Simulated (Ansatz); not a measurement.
Mo2C (space group Pbcn)

```
Mo2C
1.0
    4.70497     0.00000     0.00000
    0.00000     6.00996     0.00000
    0.00000     0.00000     5.17639
Mo C
8 4
Direct
  0.24590   0.87746   0.07967
  0.75410   0.12254   0.92033
  0.25410   0.62254   0.57967
  0.74590   0.37746   0.42033
  0.74590   0.62254   0.92033
  0.25410   0.37746   0.07967
  0.75410   0.87746   0.42033
  0.24590   0.12254   0.57967
  0.50000   0.87720   0.75000
  0.50000   0.12280   0.25000
  0.00000   0.62280   0.25000
  0.00000   0.37720   0.75000
```

The slice is a (010) plane (indices of the conventional cell) through the point (0.254, 0.623, 0.580) (fractional), spanned by u = [100] and v = [001] in vectors of this cell: u (4.70 Å) and v (5.18 Å, at 90° to u). It covers one period; positions are fractions (u, v).

All values below come from PBEsol (plane waves to 420 eV, PAW, scalar-relativistic; Ansatz, an electronic-structure program). k mesh 8×6×7. These are valence fields of a PAW run, semicore shells included where kept as valence: close to a nucleus they are smooth pseudo fields. Mo2C is run without spin polarisation. Mo2C was relaxed with its symmetry unable to fall.

Question: What is the ELF at the density minimum of the shortest Mo–C line in this plane (2.08 Å)?

Answer: 0.4.

Question: Predict the map of the electrostatic potential energy of an electron, from the cell's mean on the slice.

Answer: 
| v \ u | 0.00 | 0.09 | 0.18 | 0.27 | 0.36 | 0.45 | 0.55 | 0.64 | 0.73 | 0.82 | 0.91 |
|---|---|---|---|---|---|---|---|---|---|---|---|
| 0.88 | x | x | <8.0 | 12.9 | 13.8 | 12.3 | 12.0 | 12.5 | 10.8 | <8.0 | x |
| 0.75 | 10.2 | 12.1 | 14.7 | 15.8 | 14.7 | 13.1 | 11.1 | x | x | x | x |
| 0.62 | 13.0 | 14.5 | 15.9 | 16.1 | 14.7 | 13.0 | 10.3 | x | x | x | x |
| 0.50 | 11.7 | 13.1 | 14.2 | 11.6 | <8.0 | x | x | <8.0 | x | 10.3 | 11.7 |
| 0.38 | 13.5 | 14.2 | 13.2 | <8.0 | x | x | x | x | <8.0 | 13.2 | 13.7 |
| 0.25 | 10.5 | 11.7 | 12.4 | <8.0 | x | x | x | x | 8.4 | 12.9 | 11.8 |
| 0.12 | x | x | <8.0 | 11.1 | 9.9 | <8.0 | <8.0 | 10.8 | 11.7 | <8.0 | x |
| 0.00 | x | x | x | 10.6 | 14.4 | 14.1 | 13.9 | 14.0 | 10.2 | x | x |

Values: electrostatic potential energy of an electron, from the cell's mean, in eV. Points within 0.9 Å of a nucleus are blanked (x), as the pseudised field means little there. Values under 8 eV are set to 8. The zero, the cell's mean, hangs on the PAW cores.
